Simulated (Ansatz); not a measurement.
Nb3Al:
Space group Pm-3n (No. 223); a = b = c = 5.143 Å, α = β = γ = 90.00°

```json
[
 {"atom": "Al", "site": "2a", "symmetry": "m-3.", "x": "0.0000", "y": "0.0000", "z": "0.0000"},
 {"atom": "Nb", "site": "6c", "symmetry": "-4m.2", "x": "0.0000", "y": "0.5000", "z": "0.2500"}
]
```

Relaxed with PBEsol.

### Question
Which orbitals make up the states near the Fermi level in PBEsol (plane waves, PAW; program Ansatz)?

### Answer
Within 0.5 eV of the Fermi level: Nb 4d 83 %, Al 3p 8 %. Projections are on Löwdin-orthogonalised atomic valence shells; empty p or d shells of many metals are not among them.

### Question
Tabulate the density of states.

### Answer
States/eV per cell of 8 atoms, in 0.25 eV bins, energy from the Fermi level.

```csv
E (eV),total,Nb 4d,Al 3p,Nb 5s
-7.75,0.00,0.00,0.00,0.00
-7.50,0.18,0.00,0.00,0.12
-7.25,0.42,0.01,0.01,0.26
-7.00,0.60,0.02,0.02,0.36
-6.75,0.80,0.05,0.03,0.45
-6.50,1.04,0.10,0.04,0.53
-6.25,1.42,0.22,0.06,0.62
-6.00,2.14,0.52,0.08,0.71
-5.75,5.73,2.36,0.10,0.95
-5.50,3.05,1.31,0.03,0.37
-5.25,0.63,0.26,0.00,0.04
-5.00,0.00,0.00,0.00,0.00
-4.75,0.00,0.00,0.00,0.00
-4.50,0.01,0.00,0.00,0.00
-4.25,0.54,0.20,0.16,0.14
-4.00,5.60,2.73,1.20,1.14
-3.75,5.62,2.68,1.29,1.12
-3.50,2.92,1.43,0.69,0.57
-3.25,3.90,2.72,0.64,0.40
-3.00,9.09,6.41,1.39,0.96
-2.75,9.77,7.48,1.16,0.84
-2.50,6.68,5.30,0.92,0.30
-2.25,5.00,4.08,0.64,0.14
-2.00,9.81,8.21,0.99,0.29
-1.75,13.26,10.95,1.41,0.41
-1.50,11.44,8.93,1.74,0.36
-1.25,6.75,5.62,0.72,0.17
-1.00,7.95,6.74,0.69,0.23
-0.75,3.32,2.84,0.21,0.11
-0.50,10.18,8.81,0.71,0.19
-0.25,10.45,8.74,0.94,0.26
0.00,12.95,10.80,0.90,0.58
0.25,8.72,7.09,0.76,0.37
0.50,2.44,2.18,0.13,0.03
0.75,2.28,2.07,0.10,0.02
1.00,3.36,2.84,0.31,0.04
1.25,4.00,3.40,0.33,0.07
1.50,4.22,3.62,0.30,0.10
1.75,4.15,3.57,0.26,0.13
2.00,4.35,3.72,0.26,0.15
2.25,5.07,4.31,0.28,0.19
2.50,6.19,5.32,0.34,0.18
2.75,8.77,7.66,0.49,0.18
3.00,7.86,6.87,0.38,0.21
3.25,10.67,9.23,0.53,0.38
3.50,9.49,7.75,0.50,0.57
```

The first step of the workflow began from a Materials Project structure, measured or hypothetical; the Crystallography Open Database copy checked does not list it. Its standing as an ambient phase is unchecked. Symmetry was held in the PBEsol relaxation; of distortions, only those at the zone centre were tested. The run is not spin-polarised. Scalar-relativistic: spin–orbit coupling is off unless named, which matters more the heavier the elements.

Potentials: the later of the program's two PAW sets.
